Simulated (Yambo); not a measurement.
# How GW settings move the gap: TlIO₃

G0W0@PBEsol for TlIO₃ (space group R3m, No. 160) in Yambo. Reference settings: 2×2×2 Γ-centred k mesh, 268 bands and a 7 Ry block in the screening, 268 bands in G with the Bruneval-Gonze terminator, plasmon pole fitted at 27.2 eV. The PBEsol gap Z → Z on this mesh is 2.82 eV; G0W0 gaps are taken between the same points.

| change from the reference | G0W0 gap Z → Z (eV) | shift of the valence edge (eV) | rough Yambo cost |
|---|---|---|---|
| reference settings | 4.35 | -0.68 | 1 |
| 3 Ry block | 4.30 | -0.56 | within a factor of two |
| 6 Ry block | 4.33 | -0.64 | within a factor of two |
| pole fitted at 15 eV | 4.31 | -0.60 | – |
| no random integration | 4.29 | -0.44 | – |
| 106 bands in G, no terminator | 4.35 | -0.11 | – |

The reference isn't shown to be the converged limit. Costs are rough (shared machines), scaled to the same edge states, and given only for runs that recompute the screening. The mesh misses a band edge: along a dense path the PBEsol gap is 2.76 eV against 2.82 eV on the mesh.

The standard potential for Tl keeps a d shell in the valence without the s and p states of that shell. In tests on such compounds this moved G0W0 gaps by up to about 0.9 eV, so absolute quasiparticle energies here are unreliable; differences between settings are what counts.

Spin-orbit coupling is included.

Geometry relaxed with PBE+D3(BJ); primitive cell a = b = c = 4.6674 Å, α = β = γ = 88.79°.

The structure is a Materials Project entry; no match was found in the copy of COD used, and its stability was not checked.

A shift is the quasiparticle energy of the state minus its PBEsol energy.
